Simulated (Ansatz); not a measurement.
## CdPtC6N6 — ¹⁴N nuclear quadrupole resonance

Cell: a structure deposited in the COD, its atoms then relaxed with PBE in this cell.

Space group Fm-3m (No. 225); a = 10.9228 Å.

| site | Wyckoff | site symmetry | x | y | z |
| --- | --- | --- | --- | --- | --- |
| Cd | 4b | m-3m | 0.5000 | 0.5000 | 0.5000 |
| Pt | 4a | m-3m | 0.0000 | 0.0000 | 0.0000 |
| C | 24e | 4m.m | 0.5000 | 0.8166 | 0.5000 |
| N | 24e | 4m.m | 0.5000 | 0.7107 | 0.5000 |

One atom of each set is listed; the run and its k-mesh use a cell of 14 atoms with edges of 7.72, 7.72, 7.72 Å.

Method: Kohn–Sham DFT in Ansatz, PBE, plane waves and PAW, scalar-relativistic, 420 eV cutoff, Γ-centred 5×5×5 k-points, Fermi–Dirac smearing 0.05 eV.

¹⁴N: I = 1, Q = 20.44 mb (year-2017 value). Static lattice, zero field.

Question: The simulated lines lie at 2.18 MHz. What are |C_Q|, η and |V_zz| at N?

Answer: For I = 1 the lines are ν± = (3/4)|C_Q|(1 ± η/3) and ν₀ = |C_Q|η/2. Here |C_Q| = 2.91 MHz, η = 0.00 and |V_zz| = 5.89 × 10²¹ V/m². The calculation gives V_zz negative; the lines don't show the sign. The site has 1 C at 1.16 Å; also 1 Cd at 2.30 Å, 1 Pt at 3.16 Å.

An axis of threefold or higher order runs through N, so V_zz lies along it and η is zero.

The database entry as given showed forces above 3 eV/Å or a pressure above 30 GPa, though relaxing it moves no atom far.
